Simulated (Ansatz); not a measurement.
The relaxed structure here is a generated cell of Ag: the first start was made by placing the elements on the sites of a structure type, and the end was not matched to a known phase here, so it may be hypothetical. Known forms of Ag include space group No. 225.

One stationary structure of Ag. Calculation: r2SCAN (plane waves to 500 eV, PAW, scalar-relativistic; Ansatz, a first-principles code).

```
CELL_PARAMETERS angstrom
     -1.63401     1.63401     1.63401
      1.63401    -1.63401     1.63401
      1.63401     1.63401    -1.63401
ATOMIC_POSITIONS crystal
  Ag 0.00000 0.00000 0.00000
```

Determine the symmetry and give the standard cell with its independent sites.

Space group Im-3m (No. 229); a = b = c = 3.2680 Å, α = β = γ = 90.00°

```json
[
 {"atom": "Ag", "site": "2a", "symmetry": "m-3m", "x": "0.0000", "y": "0.0000", "z": "0.0000"}
]
```

This is the bcc (W type).

Give the shortest distances between elements (the closest pairs, up to four, under 3.6 Å).

Ag–Ag 2.83 Å.

| Quantity | Result |
|---|---|
| Volume per atom | 17.45 Å³ |
| Density | 10.26 g/cm³ |
| Band gap | zero (metallic) |

No spin polarisation in the result.

The run could not lose the symmetry of its start: the end is stationary, and may be a saddle point rather than a minimum.
